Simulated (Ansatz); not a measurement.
Li$_{2}$SiS$_{3}$ in space group Cmc2_1 (No. 36; Li on 8b, Si on 4a, S on 8b, S on 4a) under volume change, HSE06 (plane waves, PAW; program Ansatz), shape and atoms relaxed at each volume.

```
V (Å³/atom)  E − E(relaxed) (meV/atom)  P (GPa)
-----------  -------------------------  -------
17.781                            22.8     4.55
18.367                             ___      ___
18.953                             2.2     1.27
19.539                             0.0    -0.01
20.125                             ___      ___
20.712                             7.7    -1.98
21.298                            16.4    -2.74
```

Question: Fill in the missing entries.

Answer: 
- 20.125, E − E(relaxed) (meV/atom): 2.0
- 20.125, P (GPa): -1.07
- 18.367, E − E(relaxed) (meV/atom): 9.5
- 18.367, P (GPa): 2.77

Question: What does a third-order Birch–Murnaghan fit give for V₀, B₀ and B′?

Answer: V₀ = 19.54 Å³/atom, B₀ = 38.8 GPa, B′ = 4.6.

The workflow started from a Materials Project entry (that database holds measured and hypothetical structures alike); the Crystallography Open Database copy checked does not list it. Whether it is the stable phase at ambient conditions was not checked. The cell was relaxed with HSE06 under the symmetry of its start; whether a distortion lowers the energy is not shown.

Potentials: the later of the program's two PAW sets.
